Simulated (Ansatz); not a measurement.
Here is the system:

Cu:
```yaml
crystal:
  lattice:
    - [-1.44799, 1.44799, 1.36894]
    - [1.44799, -1.44799, 1.36894]
    - [1.44799, 1.44799, -1.36894]
  atoms:
    - { symbol: Cu, position: [0.00000, 0.00000, 0.00000] }
```

This is the r²SCAN-relaxed structure. Cartesian axes are those of the cell as given.

Task: All from DFT-r²SCAN in the program Ansatz with PAW potentials, unless another level is named. Predict the bulk modulus (Birch–Murnaghan fit).

Result: 160 GPa.

Task: Give the elastic constants (relaxed ions, GPa).

Result: C11 = 150, C12 = 173, C13 = 157, C33 = 177, C44 = 102, C66 = 120.

Space group I4/mmm (body-centred tetragonal). The workflow started from a Materials Project entry (that database holds measured and hypothetical structures alike); the Crystallography Open Database copy checked does not list it. It is not the phase usual at ambient conditions (space group No. 225). Symmetry was held in the r²SCAN relaxation. At this level the phase is mechanically unstable. The run is not spin-polarised. As this level gives no gap, shear constants depend on the k-mesh and smearing (Fermi–Dirac, 0.1 eV here).

Potentials: the later of the program's two PAW sets.
